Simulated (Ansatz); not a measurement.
Relaxed-ion elastic tensor of MgO in space group P6_3/mmc (No. 194; Mg on 2c, O on 2d) in GPa (Voigt order), the program Ansatz at the PBEsol level (PAW); density 3.02 g/cm³, 11.09 Å³ per atom.

```tsv
	1	2	3	4	5	6
1	182	125	75.3	0.0	0.0	0.0
2	125	182	75.3	0.0	0.0	0.0
3	75.3	75.3	258	0.0	0.0	0.0
4	0.0	0.0	0.0	113	0.0	0.0
5	0.0	0.0	0.0	0.0	113	0.0
6	0.0	0.0	0.0	0.0	0.0	28.7
```

**Question.** Is the crystal mechanically stable?

**Answer.** Yes: the smallest eigenvalue of C is 28.7 GPa.

**Question.** Work out the Voigt, Reuss and Hill averages.

**Answer.** K_V = 130, K_R = 130, K_H = 130; G_V = 74.0, G_R = 50.6, G_H = 62.3 GPa.

**Question.** Give Young's modulus, Poisson's ratio, Pugh's ratio and the universal anisotropy index.

**Answer.** E = 9KG/(3K + G) = 161 GPa; ν = 0.29; K/G = 2.09 (ductile by the Pugh limit of 1.75); A_U = 5G_V/G_R + K_V/K_R − 6 = 2.32.

**Question.** Estimate the sound speeds and the Debye temperature.

**Answer.** v_l = √((K + 4G/3)/ρ) = 8410 m/s, v_t = √(G/ρ) = 4540 m/s, mean 5070 m/s; Θ = (h/k)(3n/4πV)^(1/3) v_m = 677 K.

**Question.** Solve the Christoffel equation for the three sound speeds along x, y, z.

**Answer.** Eigenvalues of C_ijkl n_j n_l equal ρv². In km/s, slowest first: x 3.09, 6.11, 7.77; y 3.09, 6.11, 7.77; z 6.11, 6.11, 9.25.

**Question.** How much does each axis shrink under pressure?

**Answer.** Linear compressibilities β_i = Σ_j S_ij (j = 1 to 3): x 2.7, y 2.7, z 2.3 per TPa.

The first step of the workflow began from a Materials Project structure, measured or hypothetical; the Crystallography Open Database copy checked does not list it. It is not the phase usual at ambient conditions (space group No. 225). The PBEsol relaxation kept the symmetry of its start; phonons on a q-mesh show no instability.

Potentials: the earlier of the program's two PAW sets.
